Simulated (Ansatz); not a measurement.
The cell below belongs to a search over invented structures; it isn't taken from experiment.

Input and command of a plane-wave DFT calculation in Ansatz:

```yaml
crystal:
  lattice:
    - [6.08527184, 0.0, 0.0]
    - [0.0, 6.08527184, 0.0]
    - [0.0, 0.0, 6.08527184]
  atoms:
    - { symbol: Mg, position: [0.0, 0.0, 0.0] }
    - { symbol: Sc, position: [0.5, 0.5, 0.5] }
    - { symbol: C, position: [0.18785579, 0.18785579, 0.18785579], spin: 1.0 }
    - { symbol: C, position: [0.18785579, 0.81214421, 0.81214421], spin: 1.0 }
    - { symbol: C, position: [0.81214421, 0.18785579, 0.81214421], spin: 1.0 }
    - { symbol: C, position: [0.81214421, 0.81214421, 0.18785579], spin: 1.0 }
    - { symbol: "N", position: [0.29886148, 0.29886148, 0.29886148], spin: 1.0 }
    - { symbol: "N", position: [0.29886148, 0.70113852, 0.70113852], spin: 1.0 }
    - { symbol: "N", position: [0.70113852, 0.29886148, 0.70113852], spin: 1.0 }
    - { symbol: "N", position: [0.70113852, 0.70113852, 0.29886148], spin: 1.0 }
basis:
  ecutwfc: 420
kpoints:
  mp_grid: { grid: [4, 4, 4] }
hamiltonian:
  xc: pbe
scf:
  occupations: { method: gaussian, width: 0.1 }
  lower_state_search: "off"
output:
  forces: true
  stress: true
  eigenvalues: true
  populations: true
magnetization:
  spin_polarized: true
relax:
  adjacent_minimum: "off"
  f_tol: 0.04
  max_steps: 70
  cell: { stress_tol: 0.4 }
```

```bash
ansatz run input.yaml --threads 1 --pin off --max-ram 2560MiB --backend cpu --events-out ev --progress --plain --runs-dir out
```

Processor: Intel(R) Xeon(R) Processor @ 2.70GHz, 1 thread, on a host shared with other jobs.

Problem. Estimate time, memory and problem size.

Solution. About 2.2 min, peak memory 0.58 GiB. It solves 43 bands at 10 k points (after reduction by symmetry) with about 4945 plane waves (on the last cell), in 65 SCF iterations over 7 ionic steps.
